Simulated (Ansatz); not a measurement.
KF:
```cif
data_F4K4
_chemical_formula_sum 'K4 F4'
_space_group_name_H-M_alt 'Fm-3m'
_space_group_IT_number 225
_space_group_name_Hall '-F 4 2 3'
_cell_length_a 5.30657
_cell_length_b 5.30657
_cell_length_c 5.30657
_cell_angle_alpha 90.000
_cell_angle_beta 90.000
_cell_angle_gamma 90.000
loop_
_atom_site_label
_atom_site_type_symbol
_atom_site_symmetry_multiplicity
_atom_site_Wyckoff_symbol
_atom_site_fract_x
_atom_site_fract_y
_atom_site_fract_z
_atom_site_occupancy
K1 K 4 a 0.00000 0.00000 0.00000 1
F1 F 4 b 0.50000 0.50000 0.50000 1
```
(The calculation used a cell of 2 atoms; values per cell refer to that cell.)

Relaxed with PBEsol.

### Question
Give the optical modes at the zone centre with their infrared activity from DFPT, PBEsol in the plane-wave PAW code Ansatz.

### Answer
Transverse frequencies, without the LO–TO term; a row sums one degenerate level.

```json
[
 {"ω (cm⁻¹)": "180", "degeneracy": "3", "IR ((D/Å)²/amu)": "7.06", "activity": "IR", "symmetry": "T1u"}
]
```

### Question
How high does the top mode go among those that the LO–TO term moves?

### Answer
314 cm⁻¹ for q along x.

Symmetry was held in the PBEsol relaxation.

Potentials: the earlier of the program's two PAW sets. The files were generated under PBE; for other functionals the program regenerates the frozen cores, and for LDA and PBEsol the local potential too.
